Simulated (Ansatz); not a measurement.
Cell and atoms are relaxed with the symmetry kept. Start:

```cif
data_structure
_symmetry_space_group_name_H-M 'P 1'
_symmetry_Int_Tables_number 1
_cell_length_a 4.6680
_cell_length_b 4.6680
_cell_length_c 4.6680
_cell_angle_alpha 90.000
_cell_angle_beta 90.000
_cell_angle_gamma 90.000
_cell_volume 101.72
loop_
_atom_site_label
_atom_site_type_symbol
_atom_site_fract_x
_atom_site_fract_y
_atom_site_fract_z
_atom_site_occupancy
Be1 Be 0.84400 0.84400 0.84400 1
Be2 Be 0.65600 0.15600 0.34400 1
Be3 Be 0.34400 0.65600 0.15600 1
Be4 Be 0.15600 0.34400 0.65600 1
Au1 Au 0.15000 0.15000 0.15000 1
Au2 Au 0.35000 0.85000 0.65000 1
Au3 Au 0.65000 0.35000 0.85000 1
Au4 Au 0.85000 0.65000 0.35000 1
```

Level of theory: DFT PBEsol, scalar-relativistic, plane waves, PAW (Ansatz 0.2.0).

Plane waves to 420 eV, a k mesh through Γ of 8×8×8 on the computed 8-atom cell and Gaussian smearing (0.10 eV); no spin polarisation.

Q: What does it relax to?

A: The volume goes down by 0.08 Å³/atom to 12.64 Å³/atom, and the energy falls by 0.9 meV/atom. Final structure:
```cif
data_structure
_symmetry_space_group_name_H-M 'P2_13'
_symmetry_Int_Tables_number 198
_cell_length_a 4.6588
_cell_length_b 4.6588
_cell_length_c 4.6588
_cell_angle_alpha 90.000
_cell_angle_beta 90.000
_cell_angle_gamma 90.000
_cell_volume 101.12
loop_
_atom_site_label
_atom_site_type_symbol
_atom_site_symmetry_multiplicity
_atom_site_Wyckoff_symbol
_atom_site_fract_x
_atom_site_fract_y
_atom_site_fract_z
_atom_site_occupancy
Be1 Be 4 a 0.84584 0.84584 0.84584 1
Au1 Au 4 a 0.15276 0.15276 0.15276 1
```

Spin–orbit coupling is left out, which can shift energies with elements as heavy as these.